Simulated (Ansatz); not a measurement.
## Ag: zone-centre modes under pressure

Ag, P6_3/mmc, a = 2.864 Å, c = 4.700 Å. This isn't the element's structure at ambient conditions. Ansatz: PBEsol, PAW, 420 eV, Γ-centred 18×18×10 mesh on 2 atoms, Fermi-Dirac smearing 0.15 eV; no spin polarisation. Cell and atoms are relaxed at each pressure with the symmetry kept; optical modes at Γ by linear response, in cm⁻¹, matched by rank (the highest 2 distinct ones).

```
P (GPa) V (Å³/atom)    ω1     ω2
      0       16.696  71.1  175.9
      3       16.302     ?      ?
      8       15.757  80.2  204.7
     15       15.153  86.7  225.1
```

Get each mode's Grüneisen parameter γ = −d ln ω/d ln V from the other rows and predict the missing frequencies.

ln(V/V0) = 0.0000, -0.0239, -0.0579, -0.0970; a line through ln(ω/ω0) of the 3 known rows gives ω1: γ = 2.048 (intercept 0.0005), predicted 74.7, computed 74.8; ω2: γ = 2.548 (intercept 0.0012), predicted 187.2, computed 187.6. The worst miss is 0.2 %, or 4 % of the shift under pressure, so a constant γ serves at that level. In a metal these frequencies hang on the mesh and smearing.

Cost: 4 runs of about 3.7 core-minutes in all, on Intel Xeon 6975P-C (Granite Rapids) (shared hosts).